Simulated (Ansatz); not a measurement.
How much do the gradients of Si3N4 depend on the method?

Cell: a COD entry, its atoms then relaxed with PBE in this cell.

```cif
data_Si3N4
_symmetry_space_group_name_H-M 'P6_3/m'
_symmetry_Int_Tables_number 176
_cell_length_a 7.6374
_cell_length_b 7.6374
_cell_length_c 2.9220
_cell_angle_alpha 90.000
_cell_angle_beta 90.000
_cell_angle_gamma 120.000
loop_
_atom_site_label
_atom_site_type_symbol
_atom_site_symmetry_multiplicity
_atom_site_Wyckoff_symbol
_atom_site_fract_x
_atom_site_fract_y
_atom_site_fract_z
Si Si 6 h 0.1745 0.7684 0.2500
N7 N 2 c 0.3333 0.6667 0.2500
N9 N 6 h 0.3299 0.0304 0.2500
```

One atom of each set is listed.

First run. Method: Kohn–Sham DFT in Ansatz, PBE, plane waves and PAW, scalar-relativistic, 420 eV cutoff, Γ-centred 4×4×9 k-points, Fermi–Dirac smearing 0.02 eV.

```tsv
site	V_zz (10²¹ V/m²)	η
Si	0.96	0.47
N7	-5.02	0.00
N9	-5.08	0.07
```

Second run. The same atoms and settings, except that the functional is r2SCAN and the cutoff is 500 eV.

**Question.** Given the first result, estimate the second.

**Answer.** 

```tsv
site	V_zz	η	change of V_zz
Si	0.96	0.44	0.00
N7	-5.09	0.00	-0.07
N9	-5.07	0.08	+0.01
```

The largest change of V_zz is on N7, from -5.02 to -5.09. In per cent, |V_zz| changes by 0 on Si, 0 to +1 on N (all sites that start above 0.5).

The database positions were far from equilibrium, so the relaxed structure may not be the compound's real one.
